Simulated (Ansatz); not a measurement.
Ga2O3:
Space group R-3c, hexagonal axes (No. 167); a = b = 4.9846 Å, c = 13.4404 Å, α = β = 90.00°, γ = 120.00°

| atom | site | symmetry | x | y | z |
|---|---|---|---|---|---|
| Ga | 12c | 3. | 0.0000 | 0.0000 | 0.1446 |
| O | 18e | .2 | 0.3036 | 0.3036 | 0.7500 |
(The calculation used a cell of 10 atoms; values per cell refer to that cell.)

Relaxed with r²SCAN. Plane-wave PAW r²SCAN (Ansatz code) gives a gap of 3.56 eV.

**Question.** What gap does HSE06 give on the same cell (Ansatz, PAW)?

**Answer.** 4.63 eV, 1.06 eV more. The hybrid was solved on a coarser mesh and at special points; its gap is the smallest among all of these.

| k | v1 r²SCAN | c1 r²SCAN | v1 HSE06 | c1 HSE06 |
|---|---|---|---|---|
| Γ | -0.26 | 3.56 | -0.25 | 4.63 |
| T | -0.30 | 6.65 | -0.30 | 7.82 |
| L | -0.16 | 7.24 | ___ | ___ |
| F | -0.15 | 7.39 | ___ | ___ |
| S0 | -0.17 | 7.34 | ___ | ___ |
| H0 | -0.34 | 7.55 | ___ | ___ |

**Question.** Top valence (v1) and lowest conduction level (c1) in eV from each method's valence maximum (which need not be a listed point): supply the withheld HSE06 values.

**Answer.** 
- S0, v1 HSE06: -0.18
- S0, c1 HSE06: 8.53
- L, v1 HSE06: -0.17
- L, c1 HSE06: 8.42
- F, v1 HSE06: -0.16
- F, c1 HSE06: 8.60
- H0, v1 HSE06: -0.35
- H0, c1 HSE06: 8.76

Cost on shared cores: the r²SCAN run (SCF on a 7×7×7 mesh, then bands and DOS) around 2.7 core-minutes (rough), the HSE06 run (SCF on 4×4×4, then a few points) very roughly 6 core-minutes; the tasks are unlike.

The r²SCAN relaxation kept the symmetry of its start; of distortions, only those at the zone centre were tested. Spin–orbit coupling is left out wherever it is not named.

Potentials: the earlier of the program's two PAW sets.
